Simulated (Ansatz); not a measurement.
## Ta2N: eigenvalues along the path

```yaml
crystal:
  lattice:
    - [3.11286, 0.00000, 0.00000]
    - [-1.55643, 2.69582, 0.00000]
    - [0.00000, 0.00000, 4.86984]
  atoms:
    - { symbol: Ta, position: [0.66667, 0.33333, 0.74529] }
    - { symbol: Ta, position: [0.33333, 0.66667, 0.25471] }
    - { symbol: N, position: [0.00000, 0.00000, 0.00000] }
```

Atom numbers follow the list: Ta1, Ta2, N3.

The cell is the one relaxed in the Materials Project (mp-10196), not relaxed further here; entries there can be hypothetical.

Spin polarisation is left out, and whether a magnetic state lies lower isn't shown here.

No spin–orbit coupling, which matters for the heavy atoms here.

All numbers below come from DFT, PBE, all-electron LAPW, scalar-relativistic in Ansatz 0.2.0.

Numerical set-up: a Γ-centred 15×15×9 k mesh, Fermi–Dirac smearing of 0.05 eV, basis error target 1 meV/atom, no spin polarisation.

Path points, in fractions of the reciprocal vectors: Γ (0.000, 0.000, 0.000), M (0.500, 0.000, 0.000), K (0.333, 0.333, 0.000), A (0.000, 0.000, 0.500), L (0.500, 0.000, 0.500), H (0.333, 0.333, 0.500). Levels in eV from the Fermi level; bands 26 to 54, counted from the lowest band of the run. The gap is zero.

```
# k(1/Å) point b26 b27 b28 b29 b30 b31 b32 b33 b34 b35 b36 b37 b38 b39 b40 b41 b42 b43 b44 b45 b46 b47 b48 b49 b50 b51 b52 b53 b54
0.000 Γ -20.42 -20.39 -20.38 -20.38 -20.37 -20.36 -20.36 -20.35 -20.35 -20.35 -20.34 -20.34 -20.33 -20.33 -17.35 -8.36 -6.00 -6.00 -4.95 -0.63 -0.21 -0.21 0.28 0.30 0.30 1.17 1.17 4.91 6.73
0.146 - -20.42 -20.39 -20.38 -20.38 -20.37 -20.36 -20.36 -20.35 -20.35 -20.34 -20.34 -20.34 -20.33 -20.33 -17.31 -8.26 -6.35 -6.00 -4.63 -0.93 -0.60 -0.10 0.06 0.13 1.01 1.40 1.47 4.94 6.68
0.291 - -20.41 -20.38 -20.38 -20.37 -20.37 -20.36 -20.36 -20.35 -20.35 -20.34 -20.34 -20.34 -20.33 -20.33 -17.19 -8.01 -6.92 -6.00 -4.14 -1.75 -0.83 -0.06 0.08 0.22 1.37 2.05 2.28 4.85 6.53
0.437 - -20.41 -20.38 -20.38 -20.37 -20.36 -20.36 -20.36 -20.36 -20.36 -20.35 -20.35 -20.34 -20.34 -20.33 -17.03 -7.68 -7.39 -6.03 -3.79 -2.40 -1.32 -0.07 0.52 0.73 1.61 2.69 3.32 4.59 6.28
0.583 - -20.41 -20.38 -20.37 -20.37 -20.36 -20.36 -20.36 -20.35 -20.35 -20.35 -20.35 -20.34 -20.34 -20.33 -16.86 -7.89 -7.17 -6.08 -3.72 -2.75 -1.69 0.15 1.08 1.41 1.87 3.28 4.14 4.54 5.94
0.728 - -20.41 -20.37 -20.37 -20.37 -20.37 -20.36 -20.36 -20.36 -20.36 -20.35 -20.35 -20.34 -20.33 -20.32 -16.71 -8.16 -6.84 -6.16 -3.96 -2.76 -1.79 0.58 1.56 2.19 2.20 3.77 4.14 5.35 5.53
0.874 - -20.42 -20.37 -20.37 -20.37 -20.37 -20.36 -20.36 -20.36 -20.36 -20.35 -20.35 -20.34 -20.33 -20.32 -16.60 -8.33 -6.62 -6.24 -4.24 -2.69 -1.66 1.12 1.74 2.76 3.01 4.13 4.15 5.05 5.93
1.020 - -20.42 -20.37 -20.37 -20.37 -20.37 -20.36 -20.36 -20.36 -20.35 -20.35 -20.34 -20.34 -20.33 -20.32 -16.54 -8.40 -6.52 -6.30 -4.44 -2.63 -1.46 1.65 1.77 3.39 3.67 4.19 4.33 4.58 5.87
1.165 M -20.42 -20.38 -20.37 -20.37 -20.37 -20.36 -20.36 -20.35 -20.35 -20.35 -20.34 -20.34 -20.33 -20.32 -16.52 -8.43 -6.49 -6.32 -4.51 -2.60 -1.37 1.77 1.89 3.71 4.00 4.20 4.25 4.44 5.70
1.249 - -20.42 -20.38 -20.37 -20.37 -20.37 -20.36 -20.36 -20.35 -20.35 -20.35 -20.34 -20.34 -20.33 -20.32 -16.52 -8.40 -6.49 -6.35 -4.47 -2.61 -1.42 1.77 1.85 3.65 4.06 4.14 4.37 4.38 5.77
1.334 - -20.42 -20.38 -20.37 -20.37 -20.36 -20.36 -20.36 -20.35 -20.35 -20.35 -20.34 -20.34 -20.33 -20.32 -16.51 -8.32 -6.46 -6.42 -4.35 -2.65 -1.58 1.72 1.77 3.50 3.91 4.19 4.44 4.52 5.99
1.418 - -20.42 -20.38 -20.37 -20.37 -20.36 -20.36 -20.36 -20.35 -20.35 -20.35 -20.34 -20.34 -20.33 -20.33 -16.50 -8.19 -6.52 -6.42 -4.16 -2.69 -1.80 1.54 1.81 3.28 3.78 3.98 4.44 5.01 6.33
1.502 - -20.41 -20.38 -20.37 -20.37 -20.36 -20.36 -20.36 -20.35 -20.35 -20.35 -20.35 -20.34 -20.33 -20.33 -16.49 -8.03 -6.65 -6.36 -3.93 -2.75 -2.04 1.35 1.89 2.99 3.69 3.77 4.35 5.58 6.78
1.586 - -20.41 -20.38 -20.38 -20.37 -20.36 -20.36 -20.36 -20.35 -20.35 -20.35 -20.35 -20.34 -20.33 -20.33 -16.48 -7.84 -6.80 -6.29 -3.69 -2.79 -2.27 1.18 1.94 2.75 3.58 3.64 4.21 6.15 7.29
1.670 - -20.41 -20.38 -20.38 -20.37 -20.36 -20.36 -20.36 -20.35 -20.35 -20.35 -20.35 -20.33 -20.33 -20.33 -16.47 -7.65 -6.96 -6.23 -3.48 -2.81 -2.47 1.09 1.82 2.71 3.43 3.63 4.02 6.66 7.81
1.754 - -20.41 -20.38 -20.38 -20.37 -20.36 -20.36 -20.36 -20.35 -20.35 -20.35 -20.35 -20.33 -20.33 -20.33 -16.46 -7.47 -7.13 -6.19 -3.36 -2.77 -2.61 1.12 1.55 2.87 3.34 3.61 3.83 7.00 8.26
1.838 K -20.41 -20.38 -20.38 -20.37 -20.36 -20.36 -20.35 -20.35 -20.35 -20.35 -20.35 -20.33 -20.33 -20.33 -16.46 -7.30 -7.30 -6.18 -3.33 -2.70 -2.70 1.29 1.29 2.95 3.45 3.45 3.75 7.12 8.47
2.006 - -20.41 -20.38 -20.38 -20.37 -20.36 -20.36 -20.36 -20.35 -20.35 -20.35 -20.35 -20.33 -20.33 -20.33 -16.47 -7.62 -6.99 -6.23 -3.37 -2.85 -2.57 0.97 1.97 2.85 2.88 3.79 4.14 6.71 7.70
2.175 - -20.41 -20.37 -20.37 -20.37 -20.37 -20.36 -20.36 -20.35 -20.35 -20.35 -20.34 -20.34 -20.33 -20.33 -16.52 -7.87 -6.71 -6.38 -3.42 -3.07 -2.45 0.92 2.25 2.72 2.76 3.74 4.81 5.91 6.34
2.343 - -20.41 -20.37 -20.37 -20.37 -20.37 -20.36 -20.36 -20.36 -20.35 -20.35 -20.34 -20.34 -20.33 -20.33 -16.61 -7.99 -6.61 -6.46 -3.43 -3.24 -2.25 0.71 1.64 2.70 3.14 3.29 5.12 5.14 5.33
2.511 - -20.41 -20.37 -20.37 -20.37 -20.36 -20.36 -20.36 -20.36 -20.35 -20.35 -20.35 -20.34 -20.33 -20.33 -16.76 -7.91 -6.96 -6.25 -3.46 -3.14 -1.94 0.24 1.06 2.32 2.54 3.08 4.48 4.74 5.49
2.679 - -20.41 -20.38 -20.38 -20.37 -20.36 -20.36 -20.36 -20.36 -20.35 -20.35 -20.35 -20.34 -20.33 -20.33 -16.95 -7.61 -7.43 -6.10 -3.63 -2.70 -1.48 -0.16 0.55 1.28 2.23 2.52 3.81 4.51 6.00
2.847 - -20.41 -20.38 -20.38 -20.37 -20.36 -20.36 -20.36 -20.36 -20.35 -20.34 -20.34 -20.34 -20.33 -20.33 -17.15 -7.90 -7.09 -6.02 -4.00 -1.98 -0.92 -0.23 0.13 0.45 1.79 1.88 2.68 4.78 6.43
3.016 - -20.42 -20.39 -20.38 -20.38 -20.37 -20.36 -20.36 -20.35 -20.35 -20.34 -20.34 -20.34 -20.33 -20.33 -17.29 -8.23 -6.44 -6.00 -4.55 -1.06 -0.60 -0.07 0.02 0.09 1.15 1.40 1.61 4.93 6.66
3.184 Γ -20.42 -20.39 -20.38 -20.38 -20.37 -20.36 -20.36 -20.35 -20.35 -20.35 -20.34 -20.34 -20.33 -20.33 -17.35 -8.36 -6.00 -6.00 -4.95 -0.63 -0.21 -0.21 0.28 0.30 0.30 1.17 1.17 4.91 6.73
3.264 - -20.42 -20.39 -20.38 -20.38 -20.37 -20.36 -20.36 -20.35 -20.35 -20.35 -20.34 -20.34 -20.33 -20.33 -17.34 -8.39 -6.01 -6.01 -4.90 -0.73 -0.26 -0.26 0.32 0.32 0.39 1.26 1.26 4.75 6.64
3.345 - -20.42 -20.39 -20.38 -20.38 -20.37 -20.36 -20.36 -20.35 -20.35 -20.35 -20.34 -20.34 -20.33 -20.33 -17.32 -8.46 -6.03 -6.03 -4.74 -0.96 -0.39 -0.39 0.43 0.43 0.63 1.48 1.48 4.33 6.38
3.426 - -20.42 -20.39 -20.38 -20.38 -20.37 -20.36 -20.36 -20.35 -20.35 -20.35 -20.34 -20.34 -20.33 -20.33 -17.28 -8.57 -6.06 -6.06 -4.51 -1.22 -0.57 -0.57 0.64 0.64 0.91 1.75 1.75 3.79 5.97
3.506 - -20.42 -20.39 -20.38 -20.38 -20.37 -20.37 -20.36 -20.35 -20.34 -20.34 -20.34 -20.34 -20.33 -20.33 -17.24 -8.70 -6.10 -6.10 -4.21 -1.49 -0.74 -0.74 0.94 0.94 1.17 2.03 2.03 3.23 5.48
3.587 - -20.42 -20.39 -20.38 -20.38 -20.37 -20.37 -20.36 -20.35 -20.34 -20.34 -20.34 -20.34 -20.33 -20.33 -17.20 -8.81 -6.13 -6.13 -3.86 -1.77 -0.89 -0.89 1.30 1.30 1.40 2.28 2.28 2.72 4.93
3.668 - -20.42 -20.39 -20.38 -20.38 -20.37 -20.37 -20.36 -20.35 -20.34 -20.34 -20.34 -20.34 -20.33 -20.33 -17.16 -8.90 -6.16 -6.16 -3.49 -2.06 -1.00 -1.00 1.58 1.71 1.71 2.31 2.48 2.48 4.39
3.748 - -20.43 -20.39 -20.38 -20.38 -20.37 -20.37 -20.36 -20.35 -20.34 -20.34 -20.33 -20.33 -20.33 -20.33 -17.14 -8.97 -6.18 -6.18 -3.12 -2.37 -1.07 -1.07 1.71 2.03 2.10 2.10 2.61 2.61 3.91
3.829 A -20.43 -20.39 -20.38 -20.38 -20.37 -20.37 -20.36 -20.35 -20.34 -20.34 -20.33 -20.33 -20.33 -20.33 -17.13 -8.99 -6.18 -6.18 -2.84 -2.63 -1.09 -1.09 1.78 1.91 2.30 2.30 2.64 2.64 3.69
3.975 - -20.42 -20.39 -20.38 -20.38 -20.37 -20.37 -20.35 -20.35 -20.34 -20.34 -20.33 -20.33 -20.33 -20.33 -17.10 -8.88 -6.28 -6.17 -2.77 -2.74 -1.27 -1.00 1.71 1.77 2.12 2.37 2.72 2.93 3.90
4.120 - -20.42 -20.38 -20.38 -20.38 -20.37 -20.37 -20.35 -20.35 -20.34 -20.34 -20.33 -20.33 -20.33 -20.33 -17.03 -8.58 -6.53 -6.13 -3.06 -2.52 -1.68 -0.72 1.46 1.69 1.89 2.43 2.73 3.59 4.41
4.266 - -20.42 -20.38 -20.38 -20.38 -20.37 -20.37 -20.35 -20.35 -20.35 -20.35 -20.34 -20.34 -20.33 -20.33 -16.94 -8.16 -6.85 -6.09 -3.37 -2.37 -2.04 -0.31 1.12 1.64 1.80 2.68 2.72 4.37 5.04
4.412 - -20.41 -20.38 -20.37 -20.37 -20.37 -20.37 -20.35 -20.35 -20.35 -20.35 -20.34 -20.34 -20.34 -20.33 -16.83 -7.86 -7.02 -6.06 -3.55 -2.64 -1.92 0.16 0.70 1.68 1.90 2.79 3.18 5.12 5.67
4.557 - -20.41 -20.38 -20.37 -20.37 -20.37 -20.37 -20.36 -20.36 -20.35 -20.35 -20.34 -20.34 -20.34 -20.33 -16.72 -7.96 -6.86 -6.05 -3.48 -2.91 -1.77 0.28 0.51 1.92 2.21 3.02 3.86 5.66 6.20
4.703 - -20.41 -20.37 -20.37 -20.37 -20.36 -20.36 -20.36 -20.35 -20.35 -20.35 -20.34 -20.34 -20.34 -20.33 -16.64 -8.19 -6.70 -6.05 -3.22 -2.97 -1.73 -0.05 0.68 2.41 2.69 3.41 4.53 5.91 6.57
4.849 - -20.41 -20.37 -20.37 -20.37 -20.36 -20.36 -20.36 -20.35 -20.35 -20.35 -20.34 -20.34 -20.34 -20.34 -16.59 -8.37 -6.65 -6.06 -3.23 -2.55 -1.84 -0.22 0.73 3.06 3.12 3.82 4.68 6.16 6.77
4.994 L -20.41 -20.38 -20.38 -20.37 -20.36 -20.36 -20.35 -20.35 -20.35 -20.35 -20.34 -20.34 -20.34 -20.34 -16.57 -8.43 -6.64 -6.06 -3.25 -2.15 -2.10 -0.26 0.74 3.29 3.52 4.01 4.42 6.38 6.83
5.078 - -20.41 -20.38 -20.38 -20.37 -20.36 -20.36 -20.35 -20.35 -20.35 -20.35 -20.34 -20.34 -20.34 -20.34 -16.56 -8.41 -6.63 -6.12 -3.20 -2.16 -2.03 -0.47 0.97 3.15 3.38 4.12 4.46 6.30 7.00
5.162 - -20.41 -20.38 -20.38 -20.37 -20.36 -20.36 -20.35 -20.35 -20.35 -20.35 -20.35 -20.34 -20.34 -20.34 -16.55 -8.35 -6.60 -6.30 -3.06 -2.18 -1.83 -0.84 1.42 2.82 3.11 4.33 4.50 6.18 7.40
5.247 - -20.40 -20.38 -20.38 -20.37 -20.36 -20.36 -20.36 -20.35 -20.35 -20.35 -20.35 -20.34 -20.34 -20.34 -16.52 -8.25 -6.55 -6.54 -2.85 -2.22 -1.54 -1.20 1.85 2.43 2.86 4.47 4.54 6.05 7.48
5.331 - -20.40 -20.38 -20.38 -20.37 -20.36 -20.36 -20.36 -20.35 -20.35 -20.35 -20.35 -20.34 -20.34 -20.34 -16.50 -8.13 -6.80 -6.49 -2.59 -2.26 -1.50 -1.19 2.01 2.05 2.83 4.41 4.75 5.91 7.38
5.415 - -20.40 -20.38 -20.38 -20.37 -20.36 -20.36 -20.36 -20.35 -20.35 -20.35 -20.35 -20.34 -20.34 -20.34 -16.47 -8.00 -7.06 -6.43 -2.33 -2.31 -1.71 -0.79 1.68 1.79 3.14 4.33 4.97 5.76 7.27
5.499 - -20.40 -20.38 -20.38 -20.36 -20.36 -20.36 -20.36 -20.36 -20.35 -20.35 -20.35 -20.35 -20.34 -20.34 -16.44 -7.87 -7.28 -6.38 -2.37 -2.12 -1.82 -0.35 1.33 1.45 3.48 4.26 5.19 5.63 7.18
5.583 - -20.40 -20.38 -20.38 -20.36 -20.36 -20.36 -20.36 -20.36 -20.35 -20.35 -20.35 -20.35 -20.34 -20.34 -16.43 -7.74 -7.47 -6.35 -2.41 -1.97 -1.87 0.16 1.00 1.10 3.76 4.15 5.39 5.57 7.13
5.667 H -20.40 -20.38 -20.38 -20.36 -20.36 -20.36 -20.36 -20.35 -20.35 -20.35 -20.35 -20.35 -20.34 -20.34 -16.42 -7.61 -7.61 -6.34 -2.43 -1.90 -1.90 0.65 0.78 0.78 3.99 3.99 5.47 5.56 7.19
5.835 - -20.40 -20.38 -20.38 -20.36 -20.36 -20.36 -20.36 -20.36 -20.35 -20.35 -20.35 -20.35 -20.34 -20.34 -16.45 -7.75 -7.39 -6.38 -2.40 -2.06 -1.91 0.15 0.32 1.86 3.59 4.31 5.16 5.46 7.31
6.004 - -20.40 -20.38 -20.37 -20.37 -20.36 -20.36 -20.36 -20.36 -20.35 -20.35 -20.35 -20.34 -20.34 -20.34 -16.52 -7.72 -7.19 -6.47 -2.53 -2.30 -1.97 -0.21 0.17 2.12 3.74 4.40 4.61 5.17 7.67
6.172 - -20.41 -20.37 -20.37 -20.37 -20.36 -20.36 -20.36 -20.36 -20.35 -20.35 -20.34 -20.34 -20.34 -20.34 -16.62 -7.56 -7.10 -6.54 -2.92 -2.45 -2.03 -0.34 0.39 1.63 3.73 3.94 4.26 4.77 6.59
6.340 - -20.41 -20.37 -20.37 -20.37 -20.37 -20.36 -20.36 -20.36 -20.35 -20.34 -20.34 -20.34 -20.34 -20.33 -16.75 -7.38 -7.30 -6.39 -3.22 -2.51 -2.11 -0.26 0.86 1.15 2.91 3.30 3.91 4.23 6.15
6.508 - -20.41 -20.38 -20.38 -20.38 -20.37 -20.37 -20.35 -20.35 -20.35 -20.35 -20.34 -20.34 -20.33 -20.33 -16.88 -7.91 -6.97 -6.22 -3.31 -2.28 -2.25 -0.29 1.03 1.36 2.12 2.77 3.53 3.76 5.54
6.676 - -20.42 -20.38 -20.38 -20.38 -20.37 -20.37 -20.35 -20.35 -20.34 -20.34 -20.34 -20.33 -20.33 -20.33 -17.01 -8.45 -6.62 -6.15 -3.12 -2.47 -1.82 -0.63 1.36 1.65 1.82 2.49 3.16 3.32 4.74
6.845 - -20.42 -20.39 -20.38 -20.38 -20.37 -20.37 -20.35 -20.35 -20.34 -20.34 -20.33 -20.33 -20.33 -20.33 -17.10 -8.84 -6.31 -6.17 -2.79 -2.72 -1.32 -0.97 1.71 1.72 2.05 2.40 2.83 2.91 4.00
7.013 A -20.43 -20.39 -20.38 -20.38 -20.37 -20.37 -20.36 -20.35 -20.34 -20.34 -20.33 -20.33 -20.33 -20.33 -17.13 -8.99 -6.18 -6.18 -2.84 -2.63 -1.09 -1.09 1.78 1.91 2.30 2.30 2.64 2.64 3.69
```
